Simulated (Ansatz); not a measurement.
Relaxed-ion elastic tensor of Si₃N₄ in space group P6_3/m (No. 176; Si on 6h, N on 2c, N on 6h) in GPa (Voigt order), r²SCAN (plane waves, PAW; program Ansatz); density 3.20 g/cm³, 10.40 Å³ per atom.

```
438  198  113  0.0  0.0  0.0
198  438  113  0.0  0.0  0.0
113  113  570  0.0  0.0  0.0
0.0  0.0  0.0  109  0.0  0.0
0.0  0.0  0.0  0.0  109  0.0
0.0  0.0  0.0  0.0  0.0  120
```

Q: Is the crystal mechanically stable?

A: Yes: the smallest eigenvalue of C is 109 GPa.

Q: Work out the Voigt, Reuss and Hill averages.

A: K_V = 255, K_R = 255, K_H = 255; G_V = 136, G_R = 127, G_H = 131 GPa.

Q: Give Young's modulus, Poisson's ratio, Pugh's ratio and the universal anisotropy index.

A: E = 9KG/(3K + G) = 336 GPa; ν = 0.28; K/G = 1.94 (ductile by the Pugh limit of 1.75); A_U = 5G_V/G_R + K_V/K_R − 6 = 0.37.

Q: Estimate the sound speeds and the Debye temperature.

A: v_l = √((K + 4G/3)/ρ) = 11600 m/s, v_t = √(G/ρ) = 6410 m/s, mean 7140 m/s; Θ = (h/k)(3n/4πV)^(1/3) v_m = 974 K.

Q: How much does each axis shrink under pressure?

A: Linear compressibilities β_i = Σ_j S_ij (j = 1 to 3): x 1.4, y 1.4, z 1.2 per TPa.

The cell was relaxed with r²SCAN under the symmetry of its start; phonons on a q-mesh show no instability.

Potentials: the later of the program's two PAW sets.
